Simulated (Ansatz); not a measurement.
TiAu in space group P4/nmm (No. 129; Ti on 2c, Au on 2c) at seven volumes, the program Ansatz at the r²SCAN level (PAW), shape and atoms relaxed at each. One row is withheld.

```csv
V (Å³/atom),P (GPa)
15.315,18.32
15.819,11.13
16.324,5.09
16.829,0.00
17.334,?
17.839,-7.85
18.344,-10.83
```

Fit the shown pressures and predict the withheld one.

Third-order Birch–Murnaghan: P = (3/2)B₀(x^(7/2) − x^(5/2))[1 + (3/4)(B′ − 4)(x − 1)] with x = (V₀/V)^(2/3). Least squares on the six rows gives V₀ = 16.830 Å³/atom, B₀ = 154.7 GPa, B′ = 4.82. At V = 17.334, x = 0.9805 and P = -4.25 GPa. The run itself gave -4.27 GPa.

The first step of the workflow began from a Materials Project structure, measured or hypothetical; the Crystallography Open Database copy checked does not list it. COD files the formula under space group No. 221. Its standing as an ambient phase is unchecked. The cell was relaxed with r²SCAN under the symmetry of its start; whether a distortion lowers the energy is not shown. No spin polarisation was allowed. Scalar-relativistic: spin–orbit coupling is off unless named, which matters more the heavier the elements.

Potentials: the later of the program's two PAW sets.
